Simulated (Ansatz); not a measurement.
Y₃SiS₂ in space group Immm (No. 71; Y on 4j, Y on 2d, Si on 2a, S on 4i), plane-wave PAW PBE (Ansatz code), all energies at zero smearing, with the estimated change up to a 700 eV cutoff added, with one set of potentials and settings (totals compare only within such a set). Cell of 6 atoms (3 Y, 1 Si, 2 S): -13996.092 eV.

```csv
element,reference phase,E (eV/atom)
Y,"P6_3/mmc, 2 atoms in the cell",-3848.6897
Si,"Fd-3m, 2 atoms in the cell",-635.8114
S,"Fddd, 32 atoms in the cell",-902.0602
```

Formation energy per atom, worked out: (-13996.092 − 3×(-3848.6897) − 1×(-635.8114) − 2×(-902.0602))/6 = -1.682 eV/atom (-162 kJ per mol of atoms), at 0 K, without zero-point energy or fitted corrections.

The workflow started from a Materials Project entry (that database holds measured and hypothetical structures alike); the Crystallography Open Database copy checked does not list it. Its standing as an ambient phase is unchecked. The cell was relaxed with PBE under the symmetry of its start; whether a distortion lowers the energy is not shown. The run is not spin-polarised. The references are the lowest solids computed at this level, not always the standard phases.

Potentials: the earlier of the program's two PAW sets.
